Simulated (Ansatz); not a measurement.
Input, command and steps of an Ansatz relaxation.

```yaml
crystal:
  lattice:
    - [-1.858287751, 1.858287751, 4.5390584874]
    - [1.858287751, -1.858287751, 4.5390584874]
    - [1.858287751, 1.858287751, -4.5390584874]
  atoms:
    - { symbol: Ti, position: [0.0, 0.0, 0.0] }
    - { symbol: Ti, position: [0.75, 0.25, 0.5] }
    - { symbol: O, position: [0.2132426596, 0.2132426596, 0.0] }
    - { symbol: O, position: [0.9632426596, 0.4632426596, 0.5] }
    - { symbol: O, position: [0.5367573404, 0.0367573404, 0.5] }
    - { symbol: O, position: [0.7867573404, 0.7867573404, 0.0] }
basis:
  ecutwfc: 420
kpoints:
  mp_grid: { grid: [8, 8, 8] }
hamiltonian:
  xc: pbe
  hubbard: { sites: [{ species: Ti, l: d, u_eff: 4.0 }] }
scf:
  occupations: { method: gaussian, width: 0.02 }
output:
  forces: true
  stress: true
  eigenvalues: true
relax:
  adjacent_minimum: "off"
  f_tol: 0.01
  max_steps: 30
  cell: { stress_tol: 0.1, fix: [volume] }
```

```bash
ansatz run input.yaml --threads 1 --pin off --max-ram 2560MiB --backend cpu --events-out ev --progress --plain --runs-dir out
```

Computed with DFT PBE+U, scalar-relativistic, plane waves, PAW in Ansatz 0.2.0.

The volume is held at 0.88 times that of the relaxed cell.

Of 8 frames 7 are shown, positions in Å and forces in eV/Å; the SCF threshold varies from step to step. Steps run on the plane waves of an earlier cell, with a Pulay correction in the pressure. The basis is chosen afresh for the last frame, the zero of the energies, and at times for earlier ones too; energy and pressure step there, also at an unchanged geometry. The mark taken_back stands on steps that the optimiser undid.

```xyz
6
Lattice="-1.8583 1.8583 4.5391 1.8583 -1.8583 4.5391 1.8583 1.8583 -4.5391" Properties=species:S:1:pos:R:3:forces:R:3 pbc="T T T" step=1 free_energy_over_end_meV_per_atom=2.99 pressure_GPa=28.47
Ti    0.0000    0.0000    0.0000    0.0000    0.0000    0.0000
Ti    0.0000    1.8583    2.2695    0.0000    0.0000    0.0000
O     0.0000    0.0000    1.9358    0.0000    0.0000    0.2441
O     0.0000    1.8583    4.2054    0.0000    0.0000    0.2441
O     0.0000    1.8583    0.3337    0.0000    0.0000   -0.2441
O     0.0000    0.0000    7.1423    0.0000    0.0000   -0.2441
6
Lattice="-1.8625 1.8625 4.5187 1.8625 -1.8625 4.5187 1.8625 1.8625 -4.5187" Properties=species:S:1:pos:R:3:forces:R:3 pbc="T T T" step=2 free_energy_over_end_meV_per_atom=1.35 pressure_GPa=27.55
Ti    0.0000    0.0000    0.0000    0.0000    0.0000    0.0000
Ti    0.0000    1.8625    2.2593    0.0000    0.0000    0.0000
O     0.0000    0.0000    1.9394    0.0000    0.0000    0.1361
O     0.0000    1.8625    4.1988    0.0000    0.0000    0.1361
O     0.0000    1.8625    0.3199    0.0000    0.0000   -0.1361
O     0.0000    0.0000    7.0979    0.0000    0.0000   -0.1361
6
Lattice="-1.8745 1.8745 4.4611 1.8745 -1.8745 4.4611 1.8745 1.8745 -4.4611" Properties=species:S:1:pos:R:3:forces:R:3 pbc="T T T" step=3 free_energy_over_end_meV_per_atom=0.19 pressure_GPa=25.72
Ti    0.0000    0.0000    0.0000    0.0000    0.0000    0.0000
Ti    0.0000    1.8745    2.2305    0.0000    0.0000    0.0000
O     0.0000    0.0000    1.9383    0.0000    0.0000    0.0432
O     0.0000    1.8745    4.1689    0.0000    0.0000    0.0432
O     0.0000    1.8745    0.2922    0.0000    0.0000   -0.0432
O     0.0000    0.0000    6.9839    0.0000    0.0000   -0.0432
6
Lattice="-1.8708 1.8708 4.4788 1.8708 -1.8708 4.4788 1.8708 1.8708 -4.4788" Properties=species:S:1:pos:R:3:forces:R:3 pbc="T T T" step=4 free_energy_over_end_meV_per_atom=0.28 pressure_GPa=25.61 taken_back
Ti    0.0000    0.0000    0.0000    0.0000    0.0000    0.0000
Ti    0.0000    1.8708    2.2394    0.0000    0.0000    0.0000
O     0.0000    0.0000    1.9477    0.0000    0.0000   -0.0888
O     0.0000    1.8708    4.1871    0.0000    0.0000   -0.0888
O     0.0000    1.8708    0.2916    0.0000    0.0000    0.0888
O     0.0000    0.0000    7.0098    0.0000    0.0000    0.0888
6
Lattice="-1.8726 1.8726 4.4697 1.8726 -1.8726 4.4697 1.8726 1.8726 -4.4697" Properties=species:S:1:pos:R:3:forces:R:3 pbc="T T T" step=5 free_energy_over_end_meV_per_atom=0.11 pressure_GPa=25.75
Ti    0.0000    0.0000    0.0000    0.0000    0.0000    0.0000
Ti    0.0000    1.8726    2.2349    0.0000    0.0000    0.0000
O     0.0000    0.0000    1.9417    0.0000    0.0000   -0.0006
O     0.0000    1.8726    4.1766    0.0000    0.0000   -0.0006
O     0.0000    1.8726    0.2931    0.0000    0.0000    0.0006
O     0.0000    0.0000    6.9977    0.0000    0.0000    0.0006
6
Lattice="-1.8726 1.8726 4.4697 1.8726 -1.8726 4.4697 1.8726 1.8726 -4.4697" Properties=species:S:1:pos:R:3:forces:R:3 pbc="T T T" step=6 free_energy_over_end_meV_per_atom=-0.01 pressure_GPa=25.78
Ti    0.0000    0.0000    0.0000    0.0000    0.0000    0.0000
Ti    0.0000    1.8726    2.2349    0.0000    0.0000    0.0000
O     0.0000    0.0000    1.9417    0.0000    0.0000   -0.0003
O     0.0000    1.8726    4.1766    0.0000    0.0000   -0.0003
O     0.0000    1.8726    0.2931    0.0000    0.0000    0.0003
O     0.0000    0.0000    6.9977    0.0000    0.0000    0.0003
6
Lattice="-1.8732 1.8732 4.4672 1.8732 -1.8732 4.4672 1.8732 1.8732 -4.4672" Properties=species:S:1:pos:R:3:forces:R:3 pbc="T T T" step=8 free_energy_over_end_meV_per_atom=0.00 pressure_GPa=25.71
Ti    0.0000    0.0000    0.0000    0.0000    0.0000    0.0000
Ti    0.0000    1.8732    2.2336    0.0000    0.0000    0.0000
O     0.0000    0.0000    1.9414    0.0000    0.0000   -0.0001
O     0.0000    1.8732    4.1750    0.0000    0.0000   -0.0001
O     0.0000    1.8732    0.2922    0.0000    0.0000    0.0001
O     0.0000    0.0000    6.9929    0.0000    0.0000    0.0001
```

The run took 79 s on 1 thread of Intel(R) Xeon(R) Platinum 8259CL CPU @ 2.50GHz (Skylake/Cascade Lake), with other jobs on the host, peak memory 0.6 GiB.